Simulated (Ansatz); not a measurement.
NbB₂:
```yaml
crystal:
  lattice:
    - [-1.61590, 1.61590, 3.05496]
    - [1.61590, -1.61590, 3.05496]
    - [1.61590, 1.61590, -3.05496]
  atoms:
    - { symbol: Nb, position: [0.00000, 0.00000, 0.00000] }
    - { symbol: B, position: [0.36950, 0.36950, 0.00000] }
    - { symbol: B, position: [0.63050, 0.63050, 0.00000] }
```

Relaxed with PBEsol. Special points in fractions of this cell's reciprocal vectors: Γ (0.000, 0.000, 0.000); X (0.000, 0.000, 0.500); P (0.250, 0.250, 0.250); N (0.000, 0.500, 0.000); M (0.500, 0.500, -0.500); S (0.320, 0.680, -0.320); S0 (-0.320, 0.320, 0.320); R (-0.140, 0.140, 0.500); G (0.500, 0.500, -0.140).

Task: List the band energies nearest the Fermi level at these points for DFT-PBEsol with spin–orbit coupling in the program Ansatz with PAW potentials.

Result: In eV from the Fermi level; about four levels below and three above (degenerate sets whole), none deeper than 8.9 eV; points with the same levels are listed once.

```tsv
k	below	above
Γ	-1.74 -1.74 -1.69 -1.69	1.06 1.06 1.42 1.42 1.42 1.42
X	-1.99 -1.99 -0.62 -0.62	0.17 0.17 3.61 3.61
P	-0.21 -0.21 -0.10 -0.10	0.26 0.26 3.61 3.61
N	-3.43 -3.43 -1.97 -1.97	0.86 0.86 1.45 1.45
M	-0.70 -0.70 -0.37 -0.37	1.74 1.74 1.77 1.77
S	-3.10 -3.10 -1.91 -1.91	1.58 1.58 2.05 2.05
R	-2.22 -2.22 -0.46 -0.46	0.44 0.44 3.18 3.18
```

Space group I4/mmm (MoSi2 or CaC2 type). The cell is a constructed one: a structure type filled with these elements; neither database checked (COD, Materials Project) lists it. COD files the formula under space group No. 191. Its standing as an ambient phase is unchecked. The PBEsol relaxation kept the symmetry of its start; its stability against distortions is not shown here. The run is not spin-polarised.

Potentials: the earlier of the program's two PAW sets. The files were generated under PBE; for other functionals the program regenerates the frozen cores, and for LDA and PBEsol the local potential too.
